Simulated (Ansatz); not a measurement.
GaN (zinc blende): values from a third-order Birch-Murnaghan fit to a volume scan beside measured ones. Computed values: PBE (plane waves to 420 eV, PAW, scalar-relativistic; Ansatz, a quantum-chemistry and plane-wave program). GaN was relaxed with its symmetry unable to fall.

```csv
quantity,reference,kind,PBE,difference
Lattice constant a (Å),4.5,"measured, room temperature or unstated",4.549,+1.1 %
```

References as given in: I. Vurgaftman, J. R. Meyer, L. R. Ram-Mohan, Journal of Applied Physics (2001), doi:10.1063/1.1368156. Values not taken to low temperature hold thermal and zero-point shifts that a static calculation lacks, so small differences there are no errors of the method.

(Under strain, the slope of the energy per volume gives the stress and its curvature an elastic modulus.)
